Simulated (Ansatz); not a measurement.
What DFT gives for I

```
CELL_PARAMETERS angstrom
3.73621 2.54432 0.00000
3.73621 -2.54432 0.00000
0.00000 0.00000 -9.85428
ATOMIC_POSITIONS crystal
I 0.13810 0.86190 0.88910
I 0.36190 0.63810 0.38910
I 0.86190 0.13810 0.11090
I 0.63810 0.36190 0.61090
```

Level: PBEsol, no spin polarisation; 420 eV; 6×6×3 Γ-centred mesh; fermi-dirac occupations (width 0.1 eV); Ansatz 0.2.0, fixed geometry.

(1) What is the character of the valence top and the conduction bottom?

(2) Is the cell too large or too small?

(3) Is there a gap, and of what kind?

(4) Where is the largest force?

(5) What do density and ELF say about some of the short contacts?

Origin: a known structure type with other elements, at an estimated volume, so it need not be a known compound. Caveats: no spin-orbit coupling, which can shift this gap by tenths of an eV.

## Answers

(1) Within 0.7 eV of the edges, the states project mainly on I p (99 %) below the gap and on I p (93 %) above it.

(2) The pressure is 0.9 GPa (compression positive), so with the atoms held at these fractions the cell would first expand; the forces are large, so a full relaxation may end otherwise. The principal stresses -0.4, 0.4, 2.8 GPa differ, so its shape would change too.

(3) The gap is 1.59 eV, indirect (the least direct gap found is 1.64 eV).

(4) The largest is on I1 (and as large on other atoms): 1.50 eV/Å, components (0.00, 0.74, 1.30). It makes 177° with the line to a nearest neighbour, I3 at 2.60 Å, pointing away from it.

(5) I–I at 2.60 Å: least valence density 0.60 e/Å³ and ELF 0.64 there. Both are smooth PAW fields, read partly inside the augmentation spheres.
